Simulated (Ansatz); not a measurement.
## Field gradients at the nuclei in ZnS

The cell is a structure deposited in the COD, its atoms then relaxed with PBE in this cell.

```yaml
crystal:
  lattice:
    - [3.82000, 0.00000, 0.00000]
    - [-1.91000, 3.30822, 0.00000]
    - [0.00000, 0.00000, 24.96000]
  atoms:
    - { symbol: Zn, position: [0.00000, 0.00000, 0.00000] }
    - { symbol: Zn, position: [0.00000, 0.00000, 0.50000] }
    - { symbol: Zn, position: [0.33333, 0.66667, 0.12493] }
    - { symbol: Zn, position: [0.66667, 0.33333, 0.62493] }
    - { symbol: Zn, position: [0.33333, 0.66667, 0.37509] }
    - { symbol: Zn, position: [0.66667, 0.33333, 0.87509] }
    - { symbol: Zn, position: [0.33333, 0.66667, 0.75001] }
    - { symbol: Zn, position: [0.66667, 0.33333, 0.25001] }
    - { symbol: S, position: [0.00000, 0.00000, 0.09376] }
    - { symbol: S, position: [0.00000, 0.00000, 0.59376] }
    - { symbol: S, position: [0.33333, 0.66667, 0.21869] }
    - { symbol: S, position: [0.66667, 0.33333, 0.71869] }
    - { symbol: S, position: [0.33333, 0.66667, 0.46883] }
    - { symbol: S, position: [0.66667, 0.33333, 0.96883] }
    - { symbol: S, position: [0.33333, 0.66667, 0.84389] }
    - { symbol: S, position: [0.66667, 0.33333, 0.34389] }
```

Sites (sets of like atoms) are named by element and the number of their first atom in this list.

Computed with Ansatz: DFT, r2SCAN, plane waves and PAW (field gradients read without the response of the frozen cores, which leaves them typically 4 to 6 % off), scalar-relativistic, 500 eV cutoff, Γ-centred 8×8×2 k-points, Fermi–Dirac smearing 0.02 eV.

Conventions: |V_zz| ≥ |V_yy| ≥ |V_xx|, η = (V_xx − V_yy)/V_zz, C_Q = eQV_zz/h. Directions are in the Cartesian axes of the cell vectors above, for the atom listed; none is given where the gradient is under 0.02 or η is above 0.95.

Question: What field gradients does the calculation give at each kind of site?

Answer: 

| site | first atom | first shell | V_zz (10²¹ V/m²) | η | direction of V_zz (x, y, z) |
| --- | --- | --- | --- | --- | --- |
| Zn1 | 1 | 4 S at 2.34 Å | 0.043 | 0.00 | 0.00 0.00 1.00 |
| Zn3 | 3 | 4 S at 2.34 Å | 0.058 | 0.00 | 0.00 0.00 1.00 |
| Zn5 | 5 | 4 S at 2.34 Å | 0.079 | 0.00 | 0.00 0.00 1.00 |
| Zn7 | 7 | 4 S at 2.34 Å | -0.048 | 0.00 | 0.00 0.00 1.00 |
| S9 | 9 | 4 Zn at 2.34 Å | -0.020 | 0.00 | 0.00 0.00 1.00 |
| S11 | 11 | 4 Zn at 2.34 Å | 0.042 | 0.00 | 0.00 0.00 1.00 |
| S13 | 13 | 4 Zn at 2.34 Å | -0.014 | 0.00 | – |
| S15 | 15 | 4 Zn at 2.34 Å | 0.16 | 0.00 | 0.00 0.00 1.00 |

An axis of threefold or higher order runs through Zn1, Zn3, Zn5, Zn7, S9 and S11 and others, so V_zz lies along it and η is zero.
